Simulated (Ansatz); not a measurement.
SiGe (P-6m2), relaxed with PBE (Ansatz, a first-principles code, plane waves, PAW): a = 3.5955 Å, b = 3.5955 Å, c = 3.2805 Å, α = 90.00°, β = 90.00°, γ = 120.00°.

| Property | Result |
|---|---|
| ΔH_f (eV/atom) | 0.42 |
| B₀ by P(V) fit (GPa) | 66.2 |

**Question.** The same phase is relaxed and computed with r²SCAN in the same code. What are the cell and these values now?

**Answer.** a = 3.615 Å, b = 3.615 Å, c = 3.194 Å, α = 90.00°, β = 90.00°, γ = 120.00°.

* **ΔH_f (eV/atom)**: 0.56
* **B₀ by P(V) fit (GPa)**: 75.2

Constructed cells (a structure type filled with these elements, in neither database checked): SiGe, P-6m2 (Ge on 1a, Si on 1f). All cells were relaxed under the symmetry of their starts (and spin orders); stability against distortions was not tested throughout. Scalar-relativistic: spin–orbit coupling is off unless named, which matters more the heavier the elements.

Potentials: the earlier of the program's two PAW sets.

Ansatz is a plane-wave DFT program.

Formation energies count from the lowest solids of the elements computed at the same level, not from gases.
